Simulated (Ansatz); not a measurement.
Co (hcp, Mg type)

```xyz
2
Lattice="2.4571 0.0000 0.0000 -1.2286 2.1279 0.0000 0.0000 0.0000 3.9682" Properties=species:S:1:pos:R:3 pbc="T T T"
Co     0.0000     1.4186     2.9761
Co     1.2286     0.7093     0.9920
```

Two coordinates are scanned: the volume, and the ratio of the stretch along z (the conventional c axis) to the stretch across it. Atoms keep their fractional coordinates.

Method: PBEsol (plane waves to 420 eV, PAW, scalar-relativistic; Ansatz, a program for electronic structure). k mesh 22×22×12 (Γ-centred), Fermi-Dirac smearing 0.05 eV. Stress and pressure are positive under compression. With partly filled bands, the response to shear is sensitive to the k mesh, so small differences along c/a are uncertain. Co was relaxed with its symmetry unable to fall. Relaxed Co ends ferromagnetic. The PAW data are Ansatz's earlier set. Other magnetic orders were not checked, so this need not be the ground state. 

```json
[
 {"σxx (GPa)": "(c/a)/(c/a)₀ = 0.920", "V/V₀ = 0.960": "?", "V/V₀ = 0.973": "-1.0", "V/V₀ = 0.987": "-4.3", "V/V₀ = 1.000": "-7.4", "V/V₀ = 1.013": "-10.2", "V/V₀ = 1.027": "-12.8", "V/V₀ = 1.040": "?"},
 {"σxx (GPa)": "(c/a)/(c/a)₀ = 0.947", "V/V₀ = 0.960": "4.9", "V/V₀ = 0.973": "1.2", "V/V₀ = 0.987": "-2.2", "V/V₀ = 1.000": "-5.4", "V/V₀ = 1.013": "-8.3", "V/V₀ = 1.027": "-11.0", "V/V₀ = 1.040": "-13.6"},
 {"σxx (GPa)": "(c/a)/(c/a)₀ = 0.973", "V/V₀ = 0.960": "7.7", "V/V₀ = 0.973": "3.9", "V/V₀ = 0.987": "0.4", "V/V₀ = 1.000": "-2.9", "V/V₀ = 1.013": "-5.9", "V/V₀ = 1.027": "-8.8", "V/V₀ = 1.040": "-11.4"},
 {"σxx (GPa)": "(c/a)/(c/a)₀ = 1.000", "V/V₀ = 0.960": "10.9", "V/V₀ = 0.973": "7.0", "V/V₀ = 0.987": "3.4", "V/V₀ = 1.000": "0.0", "V/V₀ = 1.013": "-3.2", "V/V₀ = 1.027": "-6.1", "V/V₀ = 1.040": "-8.8"},
 {"σxx (GPa)": "(c/a)/(c/a)₀ = 1.027", "V/V₀ = 0.960": "14.5", "V/V₀ = 0.973": "10.5", "V/V₀ = 0.987": "6.7", "V/V₀ = 1.000": "3.2", "V/V₀ = 1.013": "-0.1", "V/V₀ = 1.027": "-3.1", "V/V₀ = 1.040": "-6.0"},
 {"σxx (GPa)": "(c/a)/(c/a)₀ = 1.053", "V/V₀ = 0.960": "18.6", "V/V₀ = 0.973": "14.3", "V/V₀ = 0.987": "10.3", "V/V₀ = 1.000": "6.7", "V/V₀ = 1.013": "3.3", "V/V₀ = 1.027": "0.1", "V/V₀ = 1.040": "-2.9"},
 {"σxx (GPa)": "(c/a)/(c/a)₀ = 1.080", "V/V₀ = 0.960": "22.9", "V/V₀ = 0.973": "18.4", "V/V₀ = 0.987": "14.2", "V/V₀ = 1.000": "10.4", "V/V₀ = 1.013": "6.8", "V/V₀ = 1.027": "3.5", "V/V₀ = 1.040": "0.5"}
]
```

Question: Complete the blanks.

Answer: 
- (c/a)/(c/a)₀ = 0.920, V/V₀ = 0.960: 2.6
- (c/a)/(c/a)₀ = 0.920, V/V₀ = 1.040: -15.2

(Under strain, the slope of the energy per volume gives the stress and its curvature an elastic modulus.)
